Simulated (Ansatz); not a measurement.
Consider the following.

Cu₂Se:
```cif
data_Cu8Se4
_chemical_formula_sum 'Cu8 Se4'
_space_group_name_H-M_alt 'F-43m'
_space_group_IT_number 216
_space_group_name_Hall 'F -4 2 3'
_cell_length_a 5.69170
_cell_length_b 5.69170
_cell_length_c 5.69170
_cell_angle_alpha 90.000
_cell_angle_beta 90.000
_cell_angle_gamma 90.000
loop_
_atom_site_label
_atom_site_type_symbol
_atom_site_symmetry_multiplicity
_atom_site_Wyckoff_symbol
_atom_site_fract_x
_atom_site_fract_y
_atom_site_fract_z
_atom_site_occupancy
Cu1 Cu 4 c 0.25000 0.25000 0.25000 1
Cu2 Cu 4 b 0.50000 0.50000 0.50000 1
Se1 Se 4 a 0.00000 0.00000 0.00000 1
```
(The calculation used a cell of 3 atoms; values per cell refer to that cell.)

This is the PBEsol-relaxed structure.

Question: All from the program Ansatz at the PBEsol level (PAW), unless another level is named. Predict the electronic character.

Answer: metallic (no gap).

Question: And the density of states at the Fermi level?

Answer: 0.08 states/eV per atom (mean over ±0.08 eV).

Question: And the gap with spin–orbit coupling?

Answer: none (metallic).

The workflow started from an entry of the Crystallography Open Database (COD). Its standing as an ambient phase is unchecked. The PBEsol relaxation kept the symmetry of its start. At this level the phase is mechanically unstable. The run is not spin-polarised. Scalar-relativistic: spin–orbit coupling is off unless named, which matters more the heavier the elements.

Potentials: the later of the program's two PAW sets.
